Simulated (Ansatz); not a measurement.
# GaN (P6_3mc), zone-centre modes

Method: DFT r2SCAN, scalar-relativistic, plane waves, PAW in Ansatz 0.2.0. Settings: plane waves to 500 eV, k-mesh 12×12×6 (Γ-centred), Gaussian smearing 0.05 eV. No spin polarisation.

The starting cell (as given, not relaxed at this level):

```
Ga N
1.0
     3.18000    0.00000    0.00000
    -1.59000    2.75396    0.00000
     0.00000    0.00000    5.16600
Ga N
2 2
Direct
  0.33333 0.66667 0.00000
  0.66667 0.33333 0.50000
  0.33333 0.66667 0.37500
  0.66667 0.33333 0.87500
```

Harmonic modes by finite displacements of 0.02 Å, without the LO–TO term.

Task: At this geometry, is the structure stable against these modes?

Result: Yes: no mode is imaginary beyond 10 cm⁻¹, and only the three translations lie near zero.

Task: List the wavenumbers in cm⁻¹.

Result: 0, 0, 0, 141, 141, 342, 550, 550, 552, 561, 561, 713.

Cost: 1 run of about 1.4 core-minutes, on AMD EPYC 9R45 (Zen 5) (shared hosts).